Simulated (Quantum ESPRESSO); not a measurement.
```
CELL_PARAMETERS angstrom
      6.31228     0.00000     0.00000
      0.00000     3.85447     0.00000
     -0.00527     0.00000     6.69322
ATOMIC_POSITIONS crystal
  Mg 0.50040 0.00000 0.66650
  S  0.11300 0.00000 0.66540
  S  0.12710 0.50000 0.16740
  S  0.63030 0.50000 0.84350
  S  0.62770 0.00000 0.32410
  Zn 0.49960 0.50000 0.16670
  Zn 0.99930 0.50000 0.83650
  Zn 0.99870 0.00000 0.32980
```

The geometry is that of Materials Project entry mp-1221971, symmetrised and not relaxed again.

Task: What does norm-conserving PBEsol (Quantum ESPRESSO, 84 Ry, scalar-relativistic) give for the electronic structure near the Fermi level?

Result: The PBEsol gap is direct, 2.24 eV at Γ. 

The structure is a Materials Project entry; no match was found in the copy of COD used, and its stability was not checked.
